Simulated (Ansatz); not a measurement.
Re$_{7}$B$_{3}$:
```xyz
20
Lattice="7.5013 0.0000 0.0000 -3.7507 6.4963 0.0000 0.0000 0.0000 4.8873" Properties=species:S:1:pos:R:3 pbc="T T T"
Re     0.0000     4.3309     0.4192
Re     3.7507     2.1654     2.8628
Re     2.3696     5.6990     1.2331
Re     3.7507     4.9016     3.6767
Re    -2.3696     5.6990     1.2331
Re     1.3811     0.7974     3.6767
Re     0.0000     1.5947     1.2331
Re     6.1202     0.7974     3.6767
Re     5.1119     2.9513     0.2400
Re     0.0000     5.9027     2.6836
Re     2.3895     2.9513     0.2400
Re    -1.3612     3.5450     2.6836
Re     3.7507     0.5937     0.2400
Re     1.3612     3.5450     2.6836
B      2.1346     1.2324     1.6648
B      0.0000     2.4648     4.1085
B      5.3667     1.2324     1.6648
B      1.6160     5.2639     4.1085
B      3.7507     4.0315     1.6648
B     -1.6160     5.2639     4.1085
```

Relaxed with r²SCAN. Special points in fractions of this cell's reciprocal vectors: Γ (0.000, 0.000, 0.000); M (0.500, 0.000, 0.000); K (0.333, 0.333, 0.000); A (0.000, 0.000, 0.500); L (0.500, 0.000, 0.500); H (0.333, 0.333, 0.500).

### Question
List the band energies nearest the Fermi level at these points for r²SCAN with spin–orbit coupling (plane waves, PAW; program Ansatz).

### Answer
In eV from the Fermi level; about four levels below and three above (degenerate sets whole), none deeper than 8.9 eV; points with the same levels are listed once.

| k | below | above |
|---|---|---|
| Γ | -0.23 -0.23 -0.20 -0.20 | 0.19 0.19 0.26 0.26 |
| M | -0.53 -0.53 -0.33 -0.33 | 0.15 0.15 0.30 0.30 |
| K | -0.25 -0.10 -0.10 -0.07 | 0.38 0.38 0.65 0.65 |
| A | -0.21 -0.21 -0.21 -0.21 | 1.12 1.12 1.12 1.12 |
| L | -0.09 -0.09 -0.09 -0.09 | 0.03 0.03 0.03 0.03 |
| H | -0.23 -0.23 -0.02 -0.02 | 0.11 0.11 0.19 0.19 |

Space group P6_3mc. The workflow started from a Materials Project entry (that database holds measured and hypothetical structures alike); the Crystallography Open Database copy checked does not list it. Its standing as an ambient phase is unchecked. The r²SCAN relaxation kept the symmetry of its start; whether a distortion lowers the energy is not shown. No spin polarisation was allowed.

Potentials: the later of the program's two PAW sets.
